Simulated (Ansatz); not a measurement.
## ZnSb: levels and charges under dearer methods

A database entry relaxed whole under r2SCAN at zero pressure (Pbca, No. 61):

```
Zn Sb
1.0
     6.22244    0.00000    0.00000
     0.00000    7.73105    0.00000
     0.00000    0.00000    8.13928
Zn Sb
8 8
Cartesian
  2.8826 0.8046 7.1080
  0.2286 6.9264 3.0384
  5.9939 3.0609 1.0313
  3.3398 4.6701 5.1009
  3.3398 6.9264 1.0313
  5.9939 0.8046 5.1009
  0.2286 4.6701 7.1080
  2.8826 3.0609 3.0384
  0.8797 0.6441 0.8845
  2.2315 7.0869 4.9541
  3.9909 3.2214 7.2548
  5.3427 4.5096 3.1852
  5.3427 7.0869 7.2548
  3.9909 0.6441 3.1852
  2.2315 4.5096 0.8845
  0.8797 3.2214 4.9541
```

Its volume is 24.47 Å³ an atom, +0.2 % against the entry's 24.41, which is old or was flagged in a check.

Single points on this cell with plane-wave PAW DFT (Ansatz 0.2.0; r2SCAN 500 eV, hybrids 420 eV; fermi-dirac occupations of width 0.020 eV; no moments): r2SCAN on a 6×4×4 Γ-centred mesh; r2SCAN with spin-orbit coupling on a 2×2×2 Γ-centred mesh; HSE06 on a 4×4×2 Γ-centred mesh; PBE0 on a 4×4×2 Γ-centred mesh.

Problem. What does each level give for gap and charges?

Solution. The runs give:

```json
{"level": "r2SCAN", "gap (eV), or kind": "0.37", "pressure (GPa)": "0.0", "Bader charge of Zn (e)": "+0.33", "Bader charge of Sb (e)": "-0.33"}
{"level": "r2SCAN with spin-orbit coupling", "gap (eV), or kind": "0.35", "pressure (GPa)": "0.4", "Bader charge of Zn (e)": "+0.35", "Bader charge of Sb (e)": "-0.35"}
{"level": "HSE06", "gap (eV), or kind": "its mesh misses the band edges", "pressure (GPa)": "0.5", "Bader charge of Zn (e)": "+0.38", "Bader charge of Sb (e)": "-0.38"}
{"level": "PBE0", "gap (eV), or kind": "its mesh misses the band edges", "pressure (GPa)": "0.3", "Bader charge of Zn (e)": "+0.39", "Bader charge of Sb (e)": "-0.39"}
```

Under r2SCAN the gap is 0.37 eV, over mesh and band path. Spin-orbit coupling moves the r2SCAN gap by -0.02 eV. The charge on Zn goes from +0.33 to +0.38 e under HSE06.

Caveats: the relaxation kept the start's symmetry; hybrid pressures are good to a few tenths of a GPa; pressure is positive in compression.
